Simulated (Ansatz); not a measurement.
Input:

HgTe:
```xyz
2
Lattice="0.0000 3.2864 3.2864 3.2864 0.0000 3.2864 3.2864 3.2864 0.0000" Properties=species:S:1:pos:R:3 pbc="T T T"
Te     4.9296     4.9296     4.9296
Hg     0.0000     0.0000     0.0000
```

This is the r²SCAN-relaxed structure.

Task: All from DFT-r²SCAN in the program Ansatz with PAW potentials, unless another level is named. Give the electronic character.

Result: no gap, with almost no states at the Fermi level (zero-gap or semimetallic).

Task: Give the formation energy from the elements (no fitted shifts).

Result: -0.20 eV/atom.

Task: What about the gap with spin–orbit coupling?

Result: none (metallic).

Space group F-43m (zinc blende). The cell was relaxed with r²SCAN under the symmetry of its start. The references are the lowest solids computed at this level, not always the standard phases. Scalar-relativistic: spin–orbit coupling is off unless named, which matters more the heavier the elements.

Potentials: the later of the program's two PAW sets.
